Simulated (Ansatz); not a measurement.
A generator proposed this cell of Ti2Cl.

```yaml
crystal:
  lattice:
    - [0.00000, 3.85116, 3.85116]
    - [3.85116, 0.00000, 3.85116]
    - [3.85116, 3.85116, 0.00000]
  atoms:
    - { symbol: Ti, position: [0.62500, 0.62500, 0.62500] }
    - { symbol: Ti, position: [0.12500, 0.62500, 0.62500] }
    - { symbol: Ti, position: [0.62500, 0.62500, 0.12500] }
    - { symbol: Ti, position: [0.62500, 0.12500, 0.62500] }
    - { symbol: Cl, position: [0.00000, 0.00000, 0.00000] }
    - { symbol: Cl, position: [0.25000, 0.25000, 0.25000] }
```

Level of theory: DFT PBE, scalar-relativistic, plane waves, PAW (Ansatz). Cutoff 420 eV; k points 4×4×4 on the computed 6-atom cell (Γ-centred); Gaussian smearing, width 0.10 eV; collinear spin from starting moments 1.0 -1.0 1.0 -1.0 0.0 0.0 μB.

The zero of energy is the elements' standard structures at the same level (Cl₂ as a molecule); no fitted shifts are applied.

Question: What does a single point on this coarse mesh give?

Answer: The pressure is 1.5 GPa (it wants to expand), the largest force is 0.00 eV/Å (symmetry fixes the atoms), and the energy is +0.48 eV/atom against the elements. The shortest distance is 2.72 Å.

Question: Is it a good guess?

Answer: A good one: relaxing gains under 0.1 eV/atom (the start's value is from the coarse mesh, so the gain is rough) in 4 ionic steps and ends at +0.49 eV/atom on the finer mesh. The symmetry stays Fd-3m (No. 227). The volume per atom grows by 2.7 %, from 19.0 to 19.6 Å³. The shortest distance goes from 2.72 Å (Ti–Ti) to 2.75 Å (Ti–Ti). Conventional cell: a = 7.771 Å. Ti is surrounded by 6 Ti at 2.75 Å and 6 Cl at 3.22 Å; Cl is surrounded by 12 Ti at 3.22 Å and 4 Cl at 3.37 Å.

The last run used an 8×8×8 mesh for its 6-atom cell and Gaussian smearing of 0.10 eV. The relaxation can't lower the symmetry of the start, and the grade says only how near the guess is to its own end. A structure relaxed within its symmetry needn't be a true minimum. Another cell of Ti2Cl relaxed alike, in C2/m, lies 0.95 eV/atom lower, so this cell isn't the stable form at this level.
